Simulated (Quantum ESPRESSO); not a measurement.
## Calculated data, Si$_{2}$BPC$_{4}$ (made-up cell), Ge (made-up cell, one site empty)

All values are calculated (Quantum ESPRESSO 7.5). Calculation on a made-up crystal cell, not a measurement: periodic Kohn-Sham density functional theory in plane waves with PseudoDojo standard norm-conserving scalar-relativistic pseudopotentials, each functional with its own files (v0.5 for PBE, v0.4.1 for LDA and PBEsol), no spin polarisation, no spin-orbit coupling, atoms not relaxed, stress positive in tension, energies less a fixed whole-eV offset for each atom's element; levels are Kohn-Sham levels at fractions of this cell's reciprocal vectors, counted from the reference band (half the neutral cell's valence electrons, rounded up) at Gamma; error bars cover cutoff and k-mesh only, not smearing or the files; added strain carries the atoms with the cell, and shear is the tensor component; each bar is the largest change over components, and at least 0.002 eV, 0.002 eV per angstrom or 0.02 GPa; energies are for the whole cell, and the offsets were chosen from early runs and are not element reference energies.

Common to all runs: functional pbe; scf tolerance 1e-07 eV; electrons removed 0.

(1) 
```cif
# cell vector a (Å): 3.0277 -0.0188 -0.0001
# cell vector b (Å): -0.0326 5.1809 0.0093
# cell vector c (Å): -0.0002 0.0088 4.8774
data_Si2BPC4
_symmetry_space_group_name_H-M 'P 1'
_symmetry_Int_Tables_number 1
_cell_length_a 3.0278
_cell_length_b 5.1810
_cell_length_c 4.8774
_cell_angle_alpha 89.794
_cell_angle_beta 90.005
_cell_angle_gamma 90.716
_cell_volume 76.50
loop_
_atom_site_label
_atom_site_type_symbol
_atom_site_fract_x
_atom_site_fract_y
_atom_site_fract_z
_atom_site_occupancy
P1 P 0.95876 0.98868 0.02134 1
Si1 Si 0.50675 0.52705 0.01258 1
Si2 Si 0.49538 0.15805 0.51019 1
B1 B 0.94182 0.64851 0.51642 1
C1 C 0.93445 0.02628 0.35298 1
C2 C 0.54768 0.48920 0.38672 1
C3 C 0.56438 0.12604 0.86246 1
C4 C 0.03283 0.66052 0.90012 1
_calc_lattice_type 'wurtzite'
_calc_cutoff 1116  # eV
_calc_fermi_dirac_smearing 0.025  # eV
_calc_added_strain_kind 'uniform'
_calc_added_strain -0.0023
_calc_k_mesh '6 x 4 x 4, shifted by half a step'
_calc_structure_shown 'before the added strain of -0.0023'
_calc_free_energy_less_offsets -0.1166  # eV
_calc_smearing_term_minus_ts 0  # eV
_calc_scf_iterations 12
_calc_pressure 17.42  # GPa
_calc_stress_xx -20.2  # GPa
_calc_stress_yy -9.019  # GPa
_calc_stress_zz -23.02  # GPa
_calc_stress_yz 4.784  # GPa
_calc_stress_xz -2.135  # GPa
_calc_stress_xy 11.11  # GPa
_calc_error_bar_energy 0.002  # eV
_calc_error_bar_stress 0.2611  # GPa
_calc_error_bar_force 0.01788  # eV/angstrom
_calc_error_bars_from 'tighter rerun of a related cell'
```

Atoms:
```tsv
atoms element	atom site	atom energy offset (eV)
P	1	-189
Si	2	-115
Si	3	-115
B	4	-79
C	5	-163
C	6	-163
C	7	-163
C	8	-163
```

Forces:
```tsv
site	x (eV/Å)	y (eV/Å)	z (eV/Å)
1	5.469	-2.341	-1.313
2	2.952	-4.329	1.953
3	-3.551	1.669	-2.015
4	2.054	0.2321	-0.02681
5	4.707	-3.856	2.646
6	-2.093	2.48	1.589
7	-5.761	3.542	1.254
8	-3.776	2.604	-4.087
```

(2) 
```cif
# cell vector a (Å): 3.0277 -0.0188 -0.0001
# cell vector b (Å): -0.0326 5.1809 0.0093
# cell vector c (Å): -0.0002 0.0088 4.8774
data_Si2BPC4
_symmetry_space_group_name_H-M 'P 1'
_symmetry_Int_Tables_number 1
_cell_length_a 3.0278
_cell_length_b 5.1810
_cell_length_c 4.8774
_cell_angle_alpha 89.794
_cell_angle_beta 90.005
_cell_angle_gamma 90.716
_cell_volume 76.50
loop_
_atom_site_label
_atom_site_type_symbol
_atom_site_fract_x
_atom_site_fract_y
_atom_site_fract_z
_atom_site_occupancy
P1 P 0.95876 0.98868 0.02134 1
Si1 Si 0.50675 0.52705 0.01258 1
Si2 Si 0.49538 0.15805 0.51019 1
B1 B 0.94182 0.64851 0.51642 1
C1 C 0.93445 0.02628 0.35298 1
C2 C 0.54768 0.48920 0.38672 1
C3 C 0.56438 0.12604 0.86246 1
C4 C 0.03283 0.66052 0.90012 1
_calc_lattice_type 'wurtzite'
_calc_cutoff 1116  # eV
_calc_fermi_dirac_smearing 0.025  # eV
_calc_added_strain_kind 'uniform'
_calc_added_strain 0.0049
_calc_k_mesh '6 x 4 x 4, shifted by half a step'
_calc_structure_shown 'before the added strain of 0.0049'
_calc_free_energy_less_offsets -0.2674  # eV
_calc_smearing_term_minus_ts 0  # eV
_calc_scf_iterations 11
_calc_pressure 11.69  # GPa
_calc_stress_xx -14.16  # GPa
_calc_stress_yy -4.562  # GPa
_calc_stress_zz -16.34  # GPa
_calc_stress_yz 4.452  # GPa
_calc_stress_xz -1.481  # GPa
_calc_stress_xy 10.2  # GPa
_calc_error_bar_energy 0.002  # eV
_calc_error_bar_stress 0.2611  # GPa
_calc_error_bar_force 0.01788  # eV/angstrom
_calc_error_bars_from 'tighter rerun of a related cell'
```

Atoms:
```tsv
atoms element	atom site	atom energy offset (eV)
P	1	-189
Si	2	-115
Si	3	-115
B	4	-79
C	5	-163
C	6	-163
C	7	-163
C	8	-163
```

Forces:
```tsv
site	x (eV/Å)	y (eV/Å)	z (eV/Å)
1	5.123	-2.232	-1.202
2	2.851	-4.099	1.957
3	-3.281	1.634	-1.989
4	1.884	0.1299	-0.07309
5	4.467	-3.665	2.46
6	-1.94	2.368	1.528
7	-5.432	3.351	1.186
8	-3.672	2.513	-3.866
```

(3) 
```cif
# cell vector a (Å): 5.9911 -0.0553 0.0549
# cell vector b (Å): -0.0553 5.9384 -0.0803
# cell vector c (Å): 0.0549 -0.0803 5.9224
data_Ge
_symmetry_space_group_name_H-M 'P 1'
_symmetry_Int_Tables_number 1
_cell_length_a 5.9916
_cell_length_b 5.9392
_cell_length_c 5.9232
_cell_angle_alpha 91.556
_cell_angle_beta 88.937
_cell_angle_gamma 91.069
_cell_volume 210.63
loop_
_atom_site_label
_atom_site_type_symbol
_atom_site_fract_x
_atom_site_fract_y
_atom_site_fract_z
_atom_site_occupancy
Ge1 Ge 0.01523 0.97033 0.99986 1
Ge2 Ge 0.97110 0.48979 0.48915 1
Ge3 Ge 0.48549 0.50622 0.03254 1
Ge4 Ge 0.27674 0.24555 0.23734 1
Ge5 Ge 0.25156 0.76565 0.75780 1
Ge6 Ge 0.79110 0.24188 0.75284 1
Ge7 Ge 0.74468 0.77727 0.23025 1
_calc_lattice_type 'zincblende/diamond'
_calc_empty_site 3
_calc_cutoff 1061  # eV
_calc_fermi_dirac_smearing 0.1  # eV
_calc_added_strain_kind 'shear xy'
_calc_added_strain -0.0186
_calc_k_mesh '6 x 6 x 6, shifted by half a step'
_calc_structure_shown 'before the added strain of -0.0186'
_calc_free_energy_less_offsets -0.195  # eV
_calc_smearing_term_minus_ts -0.08701  # eV
_calc_scf_iterations 12
_calc_pressure -2.186  # GPa
_calc_stress_xx 2.538  # GPa
_calc_stress_yy 2.92  # GPa
_calc_stress_zz 1.1  # GPa
_calc_stress_yz 1.246  # GPa
_calc_stress_xz 3.287  # GPa
_calc_stress_xy -2.837  # GPa
_calc_fermi_level 0.09256  # eV
_calc_reference_band 49
_calc_error_bar_energy 0.002  # eV
_calc_error_bar_stress 0.02  # GPa
_calc_error_bar_force 0.003852  # eV/angstrom
_calc_error_bar_next_band_up 0.002  # eV
_calc_error_bar_fermi_level 0.002  # eV
_calc_error_bars_from 'tighter rerun of a related cell'
```

Atoms:
```tsv
atoms element	atom site	atom energy offset (eV)
Ge	1	-2430
Ge	2	-2430
Ge	4	-2430
Ge	5	-2430
Ge	6	-2430
Ge	7	-2430
Ge	8	-2430
```

Forces:
```tsv
site	x (eV/Å)	y (eV/Å)	z (eV/Å)
1	0.1918	1.696	-0.1519
2	1.283	0.9318	-0.8974
4	1.01	0.8808	-2.122
5	-1.682	-1.036	1.377
6	0.5662	-1.509	-0.9068
7	-0.9394	-0.1879	1.169
8	-0.4303	-0.7753	1.533
```

Levels:
```tsv
level k point	next band up (eV)
Gamma	0.7091
(1/2,1/2,1/2)	0.05087
(0.15,0,0)	0.6343
(0,0.15,0)	0.6363
(0,0,0.15)	0.7756
```
